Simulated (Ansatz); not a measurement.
AlAg:
```yaml
crystal:
  lattice:
    - [1.43591, -5.30394, 0.00000]
    - [1.43591, 5.30394, 0.00000]
    - [0.00000, 0.00000, 4.54866]
  atoms:
    - { symbol: Ag, position: [0.66280, 0.33720, 0.25000] }
    - { symbol: Al, position: [0.92395, 0.07605, 0.25000] }
    - { symbol: Ag, position: [0.33720, 0.66280, 0.75000] }
    - { symbol: Al, position: [0.07605, 0.92395, 0.75000] }
```

Relaxed with PBE. Special points in fractions of this cell's reciprocal vectors: Γ (0.000, 0.000, 0.000); Y (-0.500, 0.500, 0.000); C0 (-0.268, 0.732, 0.000); Σ0 (0.268, 0.268, 0.000); Z (0.000, 0.000, 0.500); A0 (0.268, 0.268, 0.500); E0 (-0.268, 0.732, 0.500); T (-0.500, 0.500, 0.500); S (0.000, 0.500, 0.000); R (0.000, 0.500, 0.500).

List the band energies nearest the Fermi level at these points for plane-wave PAW PBE (Ansatz code).

In eV from the Fermi level; about four levels below and three above (degenerate sets whole), none deeper than 8.9 eV; points with the same levels are listed once.

| k | below | above |
|---|---|---|
| Γ | -3.50 -2.99 -2.85 -0.65 | 2.68 3.59 4.28 |
| Y | -4.58 -0.86 -0.85 -0.50 | 1.65 2.53 4.61 |
| C0 | -4.99 -4.17 -2.80 -2.60 | 1.13 1.68 1.88 |
| Z | -2.67 -2.67 -0.31 -0.31 | 6.44 6.44 9.44 9.44 |
| A0 | -2.14 -2.14 -0.10 -0.10 | 3.28 3.28 3.76 3.76 |
| T | -4.60 -4.60 -4.42 -4.42 | 4.70 4.70 5.06 5.06 |
| S | -3.63 -2.82 -2.13 -0.12 | 1.84 2.27 2.86 |
| R | -3.04 -3.04 -1.50 -1.50 | 0.62 0.62 1.40 1.40 |

Space group Cmcm. The start of the workflow was typed in or built on a structure type; neither database checked (COD, Materials Project) lists it. Whether it is the stable phase at ambient conditions was not checked. The PBE relaxation kept the symmetry of its start; whether a distortion lowers the energy is not shown. The run is not spin-polarised. Spin–orbit coupling is left out wherever it is not named.

Potentials: the earlier of the program's two PAW sets.
